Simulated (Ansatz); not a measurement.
Data:

Ca2H6Os:
```cif
data_H24Ca8Os4
_chemical_formula_sum 'Ca8 H24 Os4'
_space_group_name_H-M_alt 'Fm-3m'
_space_group_IT_number 225
_space_group_name_Hall '-F 4 2 3'
_cell_length_a 7.21276
_cell_length_b 7.21276
_cell_length_c 7.21276
_cell_angle_alpha 90.000
_cell_angle_beta 90.000
_cell_angle_gamma 90.000
loop_
_atom_site_label
_atom_site_type_symbol
_atom_site_symmetry_multiplicity
_atom_site_Wyckoff_symbol
_atom_site_fract_x
_atom_site_fract_y
_atom_site_fract_z
_atom_site_occupancy
Ca1 Ca 8 c 0.25000 0.25000 0.25000 1
H1 H 24 e 0.00000 0.00000 0.23749 1
Os1 Os 4 a 0.00000 0.00000 0.00000 1
```
(The calculation used a cell of 9 atoms; values per cell refer to that cell.)

This is the r²SCAN-relaxed structure.

Task: All from plane-wave PAW r²SCAN (Ansatz code), unless another level is named. Predict the gap with spin–orbit coupling.

Result: 2.94 eV.

Task: What about the formation energy from the elements (no fitted shifts)?

Result: -0.71 eV/atom.

Task: And the weight of the valence-edge state by species (Voronoi cells)?

Result: Os 57 %, H 37 %, Ca 6 %.

The first step of the workflow began from a Materials Project structure, measured or hypothetical; the Crystallography Open Database copy checked does not list it. Its standing as an ambient phase is unchecked. The r²SCAN relaxation kept the symmetry of its start; whether a distortion lowers the energy is not shown. The run is not spin-polarised. The references are the lowest solids computed at this level, not always the standard phases (solids in place of the gases). Scalar-relativistic: spin–orbit coupling is off unless named, which matters more the heavier the elements.

Potentials: the later of the program's two PAW sets.
